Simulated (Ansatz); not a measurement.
Consider the following.

Ba$_{3}$CaTa$_{2}$O$_{9}$:
Space group P-3m1 (No. 164); a = b = 5.8188 Å, c = 7.1876 Å, α = β = 90.00°, γ = 120.00°

```json
[
 {"atom": "Ba", "site": "2d", "symmetry": "3m.", "x": "0.6667", "y": "0.3333", "z": "0.3350"},
 {"atom": "Ba", "site": "1a", "symmetry": "-3m.", "x": "0.0000", "y": "0.0000", "z": "0.0000"},
 {"atom": "Ca", "site": "1b", "symmetry": "-3m.", "x": "0.0000", "y": "0.0000", "z": "0.5000"},
 {"atom": "Ta", "site": "2d", "symmetry": "3m.", "x": "0.3333", "y": "0.6667", "z": "0.1678"},
 {"atom": "O", "site": "6i", "symmetry": ".m.", "x": "0.1759", "y": "0.3517", "z": "0.3143"},
 {"atom": "O", "site": "3e", "symmetry": ".2/m.", "x": "0.0000", "y": "0.5000", "z": "0.0000"}
]
```

This is the LDA-relaxed structure.

Task: All from LDA (plane waves, PAW; program Ansatz), unless another level is named. Estimate the highest zone-centre frequency (without LO–TO term).

Result: 846 cm⁻¹.

Task: What about the Poisson's ratio?

Result: 0.26.

The workflow started from a Materials Project entry (that database holds measured and hypothetical structures alike); the Crystallography Open Database copy checked does not list it. Its standing as an ambient phase is unchecked. Symmetry was held in the LDA relaxation; of distortions, only those at the zone centre were tested, and some modes there are weakly imaginary. No spin polarisation was allowed. Spin–orbit coupling is left out wherever it is not named.

Potentials: the later of the program's two PAW sets.
